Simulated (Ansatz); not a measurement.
Put CsP4 in P4/mmm (No. 123): Cs on 1a; P on 4i. The cell of CsP4 is invented: ordered vacancies on the cation sites of fluorite (occupants of the shared sites, in ratio, Cs: 1, vacant: 1).

Level of theory: DFT PBE, scalar-relativistic, plane waves, PAW (Ansatz). Cutoff 420 eV, Γ-centred mesh, Gaussian smearing, no spin polarisation.

Energies over the elements count from the elements' standard structures at the same level, with no fitted energy shifts. The references include black phosphorus.

Problem. Give the relaxed lattice parameters and positions.

Solution.

Space group P4/mmm (No. 123). a = 3.792 Å, b = 3.792 Å, c = 7.909 Å, α = 90.00°, β = 90.00°, γ = 90.00°
```csv
atom,site,symmetry,x,y,z
Cs,1a,4/mmm,0.0000,0.0000,0.0000
P,4i,2mm.,0.5000,0.0000,0.3628
```

Cs has 8 P at 3.44 Å and 4 Cs at 3.79 Å; P has 1 P at 2.17 Å, 4 P at 2.68 Å, 2 Cs at 3.44 Å and 4 P at 3.45 Å. Another local minimum with the same sites may exist.

Problem. And its energy and gap?

Solution. The energy over the elements is +0.04 eV/atom. The gap on the 10×10×6 mesh of the 5-atom cell is 0 eV (a metal). It can't be a ground state, since the elements alone are lower.

The last run used Gaussian smearing of 0.10 eV. An odd number of electrons in the primitive cell allows no gap without spin; a larger cell or a magnetic state could open one. The cell is a metal run without spin; a magnetic state may lie lower. The reference form of P is held partly by dispersion forces, which this level lacks. A structure relaxed within its symmetry needn't be a true minimum.
